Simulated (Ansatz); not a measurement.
Au:
```yaml
crystal:
  lattice:
    - [1.44694, -2.50706, 0.00000]
    - [1.44694, 2.50706, 0.00000]
    - [0.00000, 0.00000, 4.79253]
  atoms:
    - { symbol: Au, position: [0.66663, 0.33337, 0.75000] }
    - { symbol: Au, position: [0.33337, 0.66663, 0.25000] }
```

Relaxed with r²SCAN+D4. Special points in fractions of this cell's reciprocal vectors: Γ (0.000, 0.000, 0.000); Y (-0.500, 0.500, 0.000); C0 (-0.333, 0.667, 0.000); Σ0 (0.333, 0.333, 0.000); Z (0.000, 0.000, 0.500); A0 (0.333, 0.333, 0.500); E0 (-0.333, 0.667, 0.500); T (-0.500, 0.500, 0.500); S (0.000, 0.500, 0.000); R (0.000, 0.500, 0.500).

Question: List the band energies nearest the Fermi level at these points for the program Ansatz at the r²SCAN+D4 level (PAW).

Answer: In eV from the Fermi level; about four levels below and three above (degenerate sets whole), none deeper than 8.9 eV; … stands for higher levels left out; points with the same levels are listed once.

| k | below | above |
|---|---|---|
| Γ | -3.86 -3.85 -2.42 -2.42 -0.82 | 2.83 15.19 … |
| Y | -3.81 -2.15 -2.14 -1.94 | 0.35 1.49 6.09 |
| C0 | -3.88 -2.64 -2.64 -2.53 | 2.31 2.31 3.97 |
| Z | -2.88 -2.88 -2.88 -2.88 | 11.30 11.30 … |
| A0 | -3.90 -3.90 -2.36 -2.36 | 4.35 4.35 4.73 4.73 |
| T | -2.59 -2.59 -2.02 -2.02 | 0.59 0.59 3.98 3.98 |
| S | -3.81 -2.15 -2.14 -1.94 | 0.35 1.50 6.09 |

Space group P6_3/mmc (hcp (Mg type)). The workflow started from a Materials Project entry (that database holds measured and hypothetical structures alike); the Crystallography Open Database files this formula in space group No. 194, but the cells were not matched. It is not the phase usual at ambient conditions (space group No. 225). The cell was relaxed with r²SCAN+D4 under the symmetry of its start; its stability against distortions is not shown here. The pairwise dispersion correction was not fitted to metals. Point labels and valley counts follow the cell and symmetry of the run, lower than the named group. Spin–orbit coupling is left out wherever it is not named.

Potentials: the later of the program's two PAW sets.
